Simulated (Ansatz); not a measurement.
How much do the gradients of Y4CdPt depend on the method?

Cell: a Materials Project structure (computed, not necessarily an observed phase), taken as it stands.

```cif
data_Y4CdPt
_symmetry_space_group_name_H-M 'F-43m'
_symmetry_Int_Tables_number 216
_cell_length_a 13.7162
_cell_length_b 13.7162
_cell_length_c 13.7162
_cell_angle_alpha 90.000
_cell_angle_beta 90.000
_cell_angle_gamma 90.000
loop_
_atom_site_label
_atom_site_type_symbol
_atom_site_symmetry_multiplicity
_atom_site_Wyckoff_symbol
_atom_site_fract_x
_atom_site_fract_y
_atom_site_fract_z
Y1 Y 16 e 0.1023 0.6023 0.3977
Y5 Y 24 g 0.7500 0.4401 0.7500
Y11 Y 24 f 0.5000 0.3136 0.5000
Cd Cd 16 e 0.3312 0.8312 0.1688
Pt Pt 16 e 0.8931 0.3931 0.6069
```

One atom of each set is listed; the run and its k-mesh use a cell of 24 atoms with edges of 9.70, 9.70, 9.70 Å.

First run. Method: Kohn–Sham DFT in Ansatz, PBE, plane waves and PAW, scalar-relativistic, 420 eV cutoff, Γ-centred 4×4×4 k-points, Fermi–Dirac smearing 0.05 eV.

```csv
site,V_zz (10²¹ V/m²),η
Y1,-0.15,0.00
Y5,-7.72,0.11
Y11,1.34,0.18
Cd,2.56,0.00
Pt,33.2,0.00
```

Second run. The same atoms and settings, except that the functional is r2SCAN and the cutoff is 500 eV.

(1) What does the second run give?

Results:

(1) 

| site | V_zz | η | change of V_zz |
| --- | --- | --- | --- |
| Y1 | -0.60 | 0.00 | -0.45 |
| Y5 | -7.35 | 0.06 | +0.37 |
| Y11 | 1.60 | 0.05 | +0.26 |
| Cd | 3.10 | 0.00 | +0.54 |
| Pt | 39.9 | 0.00 | +6.74 |

The largest change of V_zz is on Pt, from 33.2 to 39.9. In per cent, |V_zz| changes by -5 on Y, +21 on Cd, +20 on Pt (all sites that start above 2).

The run finds no gap above 0.1 eV (a metal, or nearly one), so the gradients can move by 10 % or more with the k-mesh. Spin–orbit coupling is left out, which shifts gradients on Pt by a few per cent in wide-gap crystals, and can shift them far more where the calculated gap is small or absent, as here.
For the second run: With these PAW files V_zz is typically within 2 to 3 % of all-electron values, but misses above 10 % occur on Pt.
